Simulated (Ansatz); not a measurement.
**Question.** Name crystals whose computed values (r²SCAN (plane waves, PAW; program Ansatz)) fall in these windows: electron conductivity mass (mₑ) 0.34 to 0.45; HSE06 gap (eV) 7.1 to 9.6.

**Answer.** 

```csv
crystal,electron conductivity mass (mₑ),HSE06 gap (eV)
"Al2O3, corundum",0.39,8.11
"Al2O3, bixbyite",0.39,7.32
"SiO2, Pbcn (Si on 4c, O on 8d)",0.41,7.86
"SiO2, rutile",0.44,7.66
"Al2O3, Pbcn (Al on 8d, O on 8d, O on 4c)",0.38,7.50
```
Others may fit too.

Not the usual ambient phase: Al2O3, bixbyite; SiO2, Pbcn (Si on 4c, O on 8d); SiO2, rutile; Al2O3, Pbcn (Al on 8d, O on 8d, O on 4c). All cells were relaxed under the symmetry of their starts (and spin orders); stability against distortions was not tested throughout.

Potentials: the later of the program's two PAW sets.
